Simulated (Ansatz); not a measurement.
A distorted cell of LaTiO3 (cubic perovskite):

```yaml
crystal:
  lattice:
    - [3.85289, 0.00000, 0.00000]
    - [0.00000, 3.85289, 0.00000]
    - [0.00000, 0.00000, 3.85289]
  atoms:
    - { symbol: La, position: [0.00000, 0.00000, 0.00000] }
    - { symbol: Ti, position: [0.50000, 0.50000, 0.50000] }
    - { symbol: O, position: [0.00000, 0.50000, 0.50000] }
    - { symbol: O, position: [0.50000, 0.00000, 0.50000] }
    - { symbol: O, position: [0.50000, 0.50000, 0.00000] }
```

The numbers are results of PBEsol (plane waves to 420 eV, PAW, scalar-relativistic; Ansatz, an electronic-structure program), not measurements. k mesh 12×12×12 (Γ-centred), Fermi-Dirac smearing 0.05 eV. E stands for the smeared free energy. Compression counts positive. LaTiO3 is run without spin polarisation and with no Hubbard U. LaTiO3 was relaxed with its symmetry unable to fall. This is one of several known forms of LaTiO3; the measured ambient cells at hand have space group No. 62.

Question: What is the stress tensor (GPa)?

Answer: 
```
    9.0      0.0      0.0
    0.0      9.0      0.0
    0.0      0.0      9.0
```
The pressure, a third of the trace, is 9.0 GPa.

Question: It is the relaxed cell scaled evenly to V/V₀ = 0.960, atoms relaxed where free. What is its energy relative to the relaxed cell?

Answer: 13 meV/atom.

(A scan under strain: stresses follow from slopes of the energy per volume, elastic moduli from its curvatures.)
